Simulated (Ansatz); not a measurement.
ZrO₂ (fluorite)

```
CELL_PARAMETERS angstrom
      0.00000     2.53204     2.53204
      2.53204     0.00000     2.53204
      2.53204     2.53204     0.00000
ATOMIC_POSITIONS crystal
  Zr 0.00000 0.00000 0.00000
  O  0.25000 0.25000 0.25000
  O  0.75000 0.75000 0.75000
```

The slice is a {111} plane (indices of the conventional cell) through the point (0.250, 0.250, 0.250) (fractional), spanned by u = [100] and v = [-1 2 0] in vectors of this cell: u (3.58 Å) and v (6.20 Å, at 90° to u). It covers one period; positions are fractions (u, v).

Method: PBEsol (plane waves to 420 eV, PAW, scalar-relativistic; Ansatz, a quantum-chemistry and plane-wave program). k mesh 11×11×11. Inside the PAW spheres the values are not all-electron values, and peaks at nuclei hang on which shells count as valence. This is a high-temperature form of ZrO2. ZrO2 is run without spin polarisation. ZrO2 was relaxed with its symmetry unable to fall.

Problem. Predict the map of the electrostatic potential energy of an electron, from the cell's mean on the slice.

Solution. 
```
|xxxxxxxx442200000000002244xxxxxx|
|xxxxxxxx220000000000000022xxxxxx|
|xxxxxx33000000xxxxxx00000033xxxx|
|xx7766330000xxxxxxxxxx0000336677|
|998866330000xxxxxxxxxx0000337788|
|99887733000000xxxxxx000000337788|
|9999774400000000xx00000000447799|
|99998866330000000000000033668899|
|99999977664422000000224466779999|
|9999999988775544xx44557788999999|
|999999999977xxxxxxxxxx7799999999|
|7788889988xxxxxxxxxxxxxx88998888|
|5555667777xxxxxxxxxxxxxx77776655|
|00113355xxxxxxxxxxxxxxxxxx553311|
|0000002244xxxxxxxxxxxxxx44220000|
|0000000022xxxxxxxxxxxxxx22000000|
|xxxx00000033xxxxxxxxxx33000000xx|
|xxxxxx0000336677xx7766330000xxxx|
|xxxxxx0000337788998866330000xxxx|
|xxxx00000033778899887733000000xx|
|xx000000004477999999774400000000|
|00000000336688999999886633000000|
|00002244667799999999997766442200|
|xx445577889999999999999988775544|
|xxxxxx7799999999999999999977xxxx|
|xxxxxxxx889988887788889988xxxxxx|
|xxxxxxxx777766555555667777xxxxxx|
|xxxxxxxxxx55331100113355xxxxxxxx|
```
Scale: ten equal steps from 3.00 (start of '0') to 11.38 (end of '9'), in the order '0123456789'. Values: electrostatic potential energy of an electron, from the cell's mean, in eV. The map has 16 points along u (two characters each, u = 0 at the left) and 28 along v (v = 0 in the bottom row). Points within 0.9 Å of a nucleus are blanked (x), as the pseudised field means little there. Values under 3 eV are set to 3. The zero, the cell's mean, hangs on the PAW cores.
